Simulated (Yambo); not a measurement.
KIO$_{3}$ (space group R3c, No. 161), G0W0@PBEsol in Yambo with this input:

```
rim_cut
gw0
dyson
el_el_corr
HF_and_locXC
ppa
em1d
RandQpts= 1000000
RandGvec= 1 Ry
EXXRLvcs= 84 Ry
VXCRLvcs= 336 Ry
Chimod= "HARTREE"
% BndsRnXp
 1 | 326 |
%
NGsBlkXp= 8 Ry
% LongDrXp
 1.0 | 1.0 | 1.0 |
%
PPAPntXp= 27.2114 eV
% GbndRnge
 1 | 326 |
%
GTermKind= "BG"
DysSolver= "n"
ExtendOut
```

On a 2×2×2 mesh, with wavefunctions cut at 84 Ry, the gap (Γ → Γ) is 4.572 eV and the valence edge shifts by -0.846 eV.

### Question
What happens with this change: 150 bands in W?

### Answer
The gap rises by 0.055 eV, to 4.627 eV; the shift of the valence edge becomes -0.737 eV. Neither run is shown to be the converged limit.

Spin-orbit coupling is not included.

Geometry of the Materials Project entry, not relaxed at this level; primitive cell a = b = c = 6.2876 Å, α = β = γ = 59.93°.

The structure is a Materials Project entry; no match was found in the copy of COD used, and its stability was not checked.

A shift is the quasiparticle energy of the state minus its PBEsol energy.
